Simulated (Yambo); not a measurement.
**Rb2Te: sweep of GW parameters**

G0W0@PBEsol for Rb2Te (anti-fluorite, space group Fm-3m, No. 225) in Yambo. Reference settings: 2×2×2 Γ-centred k mesh, 432 bands and a 7 Ry block in the screening, 432 bands in G with the Bruneval-Gonze terminator, plasmon pole fitted at 27.2 eV. The PBEsol gap X → Γ on this mesh is 1.71 eV; G0W0 gaps are taken between the same points.

| change from the reference | G0W0 gap X → Γ (eV) | shift of the valence edge (eV) | rough Yambo cost |
|---|---|---|---|
| reference settings | 3.38 | -1.48 | 1 |
| 152 bands in W, 152 bands in G | 3.29 | -1.25 | about 1/3 |
| 272 bands in W, 272 bands in G | 3.34 | -1.41 | within a factor of two |
| 152 bands in G | 3.35 | -1.42 | – |
| 272 bands in G | 3.37 | -1.47 | – |
| 192 bands in W | 3.33 | -1.35 | about 1/2 |
| 1 Ry block | 2.94 | -1.06 | within a factor of two |
| 6 Ry block | 3.36 | -1.47 | within a factor of two |
| pole fitted at 55 eV | 3.44 | -1.60 | – |
| 152 bands in G, no terminator | 3.20 | -1.10 | – |
| 272 bands in G, no terminator | 3.30 | -1.32 | – |
| no terminator | 3.35 | -1.41 | – |

The reference isn't shown to be the converged limit. Costs are rough (shared machines), scaled to the same edge states, and given only for runs that recompute the screening.

The standard potential for Te keeps a d shell in the valence without the s and p states of that shell. In tests on such compounds this moved G0W0 gaps by up to about 0.9 eV, so absolute quasiparticle energies here are unreliable; differences between settings are what counts.

Spin-orbit coupling is included.

Geometry relaxed with PBEsol; primitive cell a = 5.9607 Å, b = 5.9607 Å, c = 5.9607 Å, α = 60.00°, β = 60.00°, γ = 60.00°.

The structure is a Materials Project entry; no match was found in the copy of COD used, and its stability was not checked.

A shift is the quasiparticle energy of the state minus its PBEsol energy.
